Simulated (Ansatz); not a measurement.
Stability checks on a candidate for TiGe₄Mo

It was reached by relaxing an invented guess, and it needn't be the stable form of this composition.

All numbers below come from Ansatz, DFT PBE, scalar-relativistic, plane waves, PAW. Plane waves to 420 eV, a 12×12×6 mesh through Γ for the 6-atom cell and 0.10 eV Gaussian smearing; no spin polarisation.

```xyz
6
Lattice="3.3388 0.0000 0.0000 0.0000 3.3388 0.0000 0.0000 0.0000 8.4968" Properties=species:S:1:pos:R:3 pbc="T T T"
Ti    1.6694    1.6694    4.2484
Ge    0.0000    0.0000    5.6632
Ge    1.6694    1.6694    1.3589
Ge    0.0000    0.0000    2.8336
Ge    1.6694    1.6694    7.1379
Mo    0.0000    0.0000    0.0000
```

The zero of energy is the elements' standard structures at the same level; no fitted shifts are applied.

Task: These tests were run: energy against the elements; random kick, then relaxation without symmetry; phonons on a 2×2×1 q mesh; elastic tensor. What do they show?

Result:

| test | result |
| --- | --- |
| energy against the elements | −0.22 eV/atom |
| random kick, then relaxation without symmetry | returns |
| phonons on a 2×2×1 q mesh | no imaginary mode on the mesh |
| elastic tensor | least eigenvalue 89 GPa |

It fails none of these tests. Whether a mixture of other phases lies lower isn't tested here.

The kick test ran on a coarse mesh. The run for the phonons used a 12×12×6 k mesh and Fermi–Dirac smearing of 0.15 eV. The run for the elastic tensor used a 12×12×6 k mesh and Fermi–Dirac smearing of 0.15 eV.
